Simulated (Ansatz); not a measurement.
Raman lines of transverse zone-centre modes from the program Ansatz at the PBE level (PAW):

```json
[
 {"ω (cm⁻¹)": "113", "relative intensity": "0.6"},
 {"ω (cm⁻¹)": "258", "relative intensity": "0.6"},
 {"ω (cm⁻¹)": "597", "relative intensity": "0.5"},
 {"ω (cm⁻¹)": "748", "relative intensity": "17"},
 {"ω (cm⁻¹)": "759", "relative intensity": "0.7"},
 {"ω (cm⁻¹)": "768", "relative intensity": "100"},
 {"ω (cm⁻¹)": "771", "relative intensity": "16"},
 {"ω (cm⁻¹)": "771", "relative intensity": "44"},
 {"ω (cm⁻¹)": "776", "relative intensity": "44"},
 {"ω (cm⁻¹)": "813", "relative intensity": "0.7"},
 {"ω (cm⁻¹)": "891", "relative intensity": "0.8"},
 {"ω (cm⁻¹)": "896", "relative intensity": "2.9"}
]
```

**Question.** Which of these materials gives this?
A) TiC, rock salt
B) SiC, P6_3mc (Pearson symbol hP16)
C) GaN, P6_3mc (Ga on 2a, Ga on 2b, N on 2a, N on 2b)
D) SiNi, P6/mmm (Ni on 3f, Si on 1a, Si on 2d)

**Answer.** B, SiC, P6_3mc (Pearson symbol hP16)

The workflow started from an entry of the Crystallography Open Database (COD). Its sites differ from those of the usual phase in this space group: another stacking or structure type. The PBE relaxation kept the symmetry of its start; phonons on a q-mesh show no instability.

Potentials: the later of the program's two PAW sets.
